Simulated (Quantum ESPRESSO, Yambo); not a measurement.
Quasiparticle gap of LuCuS$_{2}$ at +1 % isotropic strain

```xyz
4
Lattice="3.8353 0.0000 0.0000 -1.9177 3.3215 0.0000 0.0000 0.0000 6.0430" Properties=species:S:1:pos:R:3 pbc="T T T"
S      1.9177     1.1072     4.6668
S      0.0000     0.0000     1.6497
Cu     1.9177     1.1072     2.3753
Lu     0.0000     2.2143     0.0283
```

The PBEsol cell relaxed from Materials Project entry mp-1001780 was given an isotropic strain of +1 % on all lattice vectors, and the atoms were relaxed again.

Starting point: PBEsol (pw.x of Quantum ESPRESSO, ONCV potentials, scalar-relativistic). G0W0 in Yambo: 6×6×2 Γ-centred k mesh, bands 6 to 124 and a 7 Ry block in the screening, 124 bands in G with the Bruneval-Gonze terminator, plasmon pole fitted at 27.2 eV.

| Quantity | Value |
|---|---|
| PBEsol gap along the band path | 1.25 eV |
| PBEsol gap between the mesh's edge points (Γ → L) | 1.25 eV |
| G0W0 gap between the same points | 1.89 eV |
| PBEsol smallest direct gap on the mesh (at Γ) | 1.68 eV |
| G0W0 direct gap at that point | 2.47 eV |

```json
[
 {"k point": "Γ", "band": "VB", "E PBEsol (eV)": "0.00", "E QP (eV)": "-0.39", "shift (eV)": "-0.39", "Z": "0.76"},
 {"k point": "Γ", "band": "CB", "E PBEsol (eV)": "1.68", "E QP (eV)": "2.09", "shift (eV)": "0.40", "Z": "0.81"},
 {"k point": "A", "band": "VB", "E PBEsol (eV)": "-0.47", "E QP (eV)": "-0.86", "shift (eV)": "-0.39", "Z": "0.76"},
 {"k point": "A", "band": "CB", "E PBEsol (eV)": "1.84", "E QP (eV)": "2.20", "shift (eV)": "0.36", "Z": "0.80"},
 {"k point": "L", "band": "VB", "E PBEsol (eV)": "-0.79", "E QP (eV)": "-1.24", "shift (eV)": "-0.44", "Z": "0.76"},
 {"k point": "L", "band": "CB", "E PBEsol (eV)": "1.25", "E QP (eV)": "1.51", "shift (eV)": "0.26", "Z": "0.80"}
]
```

Energies count from the PBEsol valence-band maximum.

Convergence of the G0W0 settings was not tested.

The 3d shell has no Hubbard U; the runs are without spin polarisation, and magnetic order was not tried. The 4f states are in the valence at their DFT position.

The structure is a Materials Project entry; no match was found in the copy of COD used, and its stability was not checked.
